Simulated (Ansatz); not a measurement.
LiZn (space group Fd-3m)

```
CELL_PARAMETERS angstrom
      0.00000     3.02773     3.02773
      3.02773     0.00000     3.02773
      3.02773     3.02773     0.00000
ATOMIC_POSITIONS crystal
  Li 0.75000 0.75000 0.75000
  Li 0.50000 0.50000 0.50000
  Zn 0.25000 0.25000 0.25000
  Zn 0.00000 0.00000 0.00000
```

The slice is a {100} plane (indices of the conventional cell) through the point (0.000, 0.000, 0.000) (fractional), spanned by u = [100] and v = [0 1 -1] in vectors of this cell: u (4.28 Å) and v (4.28 Å, at 90° to u). It covers one period; positions are fractions (u, v).

Calculation: PBEsol (plane waves to 420 eV, PAW, scalar-relativistic; Ansatz, an electronic-structure program). k mesh 13×13×13. These are valence fields of a PAW run, semicore shells included where kept as valence: close to a nucleus they are smooth pseudo fields. LiZn was relaxed with its symmetry unable to fall.

**Question.** Predict the map of the electrostatic potential energy of an electron, from the cell's mean on the slice.

**Answer.** 
```
|xxxxx16999999961xxxx|
|xxxxx37999999973xxxx|
|xxxx0589999999850xxx|
|xxx058999888999850xx|
|01358998655568998531|
|66789985xxxxx5899876|
|8999985xxxxxxx589999|
|999996xxxxxxxxx69999|
|999985xxxxxxxxx58999|
|999985xxxxxxxxx58999|
|999985xxxxxxxxx58999|
|999996xxxxxxxxx69999|
|8999985xxxxxxx589999|
|66789985xxxxx5899876|
|01358998655568998531|
|xxx058999888999850xx|
|xxxx0589999999850xxx|
|xxxxx37999999973xxxx|
|xxxxx16999999961xxxx|
|xxxxx06999999960xxxx|
```
Scale: ten equal steps from 1.77 (start of '0') to 6.39 (end of '9'), in the order '0123456789'. Values: electrostatic potential energy of an electron, from the cell's mean, in eV. The map has 20 points along u (one character each, u = 0 at the left) and 20 along v (v = 0 in the bottom row). Points within 1 Å of a nucleus are blanked (x), as the pseudised field means little there. The zero, the cell's mean, hangs on the PAW cores.
